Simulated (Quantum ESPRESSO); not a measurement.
pw.x input (Quantum ESPRESSO 7.5; PBEsol, PseudoDojo standard norm-conserving files, fully relativistic):

```
&CONTROL
  calculation = 'scf'
  pseudo_dir = './pseudo'
  outdir = './out'
  tprnfor = .true.
  tstress = .true.
/
&SYSTEM
  ibrav = 0
  nat = 3
  ntyp = 2
  ecutwfc = 72.0
  ecutrho = 288.0
  occupations = 'smearing'
  smearing = 'fd'
  degauss = 0.002
  nbnd = 31
  noncolin = .true.
  lspinorb = .true.
  assume_isolated = '2D'
/
&ELECTRONS
  conv_thr = 3e-10
/
ATOMIC_SPECIES
S 32.0600 S.upf
Sn 118.7100 Sn.upf
CELL_PARAMETERS angstrom
  3.646938766759   0.000000000000   0.000000000000
 -1.823469383379   3.158341618059   0.000000000000
  0.000000000000   0.000000000000  15.900000000000
ATOMIC_POSITIONS crystal
S   0.333333333000   0.666666667000   0.092661981400
S   0.666666666333   0.333333333667  -0.092661981400
Sn  -0.000000000000   0.000000000333  -0.000000000000
K_POINTS automatic
12 12 1 0 0 0
```

End of the output:

```
     total energy              =    -201.39825201 Ry
     estimated scf accuracy    <       0.00000028 Ry
     total energy              =    -201.39825204 Ry
     estimated scf accuracy    <       0.00000005 Ry
     total energy              =    -201.39825205 Ry
     estimated scf accuracy    <          2.0E-09 Ry
[...]
     the Fermi energy is    -5.8350 ev
!    total energy              =    -201.39825205 Ry
     estimated scf accuracy    <          3.2E-11 Ry
     smearing contrib. (-TS)   =      -0.00000000 Ry
     internal energy E=F+TS    =    -201.39825205 Ry
     The total energy is F=E-TS. E is the sum of the following terms:
     one-electron contribution =   -1094.90183321 Ry
     hartree contribution      =     549.21163399 Ry
     xc contribution           =     -56.31182135 Ry
     ewald contribution        =     400.60376851 Ry
     convergence has been achieved in  10 iterations
     Forces acting on atoms (cartesian axes, Ry/au):
     atom    1 type  1   force =     0.00000000   -0.00000000    0.00038739
     atom    2 type  1   force =     0.00000000    0.00000000   -0.00038739
     atom    3 type  2   force =     0.00000000    0.00000000    0.00000000
     Total force =     0.000548     Total SCF correction =     0.000000
```
In a gapped system the printed Fermi energy is only some level inside the gap.

Geometry relaxed with PBEsol.
